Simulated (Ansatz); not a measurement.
The cell of CdH₃ is invented: random cell by space group and Wyckoff sites (P-62m, No. 189). Its size is a rough estimate.

```cif
data_structure
_symmetry_space_group_name_H-M 'P-62m'
_symmetry_Int_Tables_number 189
_cell_length_a 3.4748
_cell_length_b 3.4748
_cell_length_c 4.6166
_cell_angle_alpha 90.000
_cell_angle_beta 90.000
_cell_angle_gamma 120.000
_cell_volume 48.27
loop_
_atom_site_label
_atom_site_type_symbol
_atom_site_symmetry_multiplicity
_atom_site_Wyckoff_symbol
_atom_site_fract_x
_atom_site_fract_y
_atom_site_fract_z
_atom_site_occupancy
Cd1 Cd 1 a 0.00000 0.00000 0.00000 1
H1 H 3 g 0.41640 0.00000 0.50000 1
```

These are results of DFT PBE, scalar-relativistic, plane waves, PAW in Ansatz 0.2.0, not measurements. Cutoff 420 eV, Gaussian smearing, Γ-centred meshes. Cell and atoms relax first on a coarse mesh and then on a finer one. In between, the cell is made exact in the group found at 0.06 Å. In metals the finer mesh still leaves noise of several meV/atom or more. The steps can't lower the symmetry of their start. No spin polarisation.

A guess keeps its type if space group and coordination stay and the shape of the cell changes little (axis ratios within about 15 %, angles within 6°); the volume may change.

Problem. Will the relaxed cell still be of the starting type?

Solution. It doesn't keep its type. The symmetry goes from P-62m (No. 189) to P6/mmm (No. 191). The volume per atom shrinks by 15.3 %, from 12.1 to 10.2 Å³. The shortest distance goes from 1.81 Å (H–H) to 1.39 Å (H–H). Counting neighbours within 15 % of an atom's shortest distance, the start has Cd 12, H 4 and the end Cd 6, H 4. In detail, at the end around Cd lie 6 Cd at 2.78 Å; H has 4 H at 1.39 Å (long contacts).

Space group P6/mmm (No. 191). a = 2.776 Å, b = 2.776 Å, c = 6.128 Å, α = 90.00°, β = 90.00°, γ = 120.00°
```tsv
atom	site	symmetry	x	y	z
Cd	1a	6/mmm	0.0000	0.0000	0.0000
H	3g	mmm	0.5000	0.0000	0.5000
```

Formation energies are uncorrected and refer to the elements' standard structures at the same level (H₂ as a molecule).

Problem. At what energy does it end?

Solution. +0.68 eV/atom. It can't be a ground state, since the elements alone are lower.

The last run used an 18×18×8 mesh (in the run's order of axes) for its 4-atom cell and Gaussian smearing of 0.10 eV. No dispersion correction is applied, so the spacing and binding between layers, chains or molecules are poorly described. The cell is a metal run without spin; a magnetic state may lie lower. With hydrogen, zero-point motion can shift formation energies by some tens of meV/atom. Symmetry constrained the relaxation, so the result can be a saddle point.
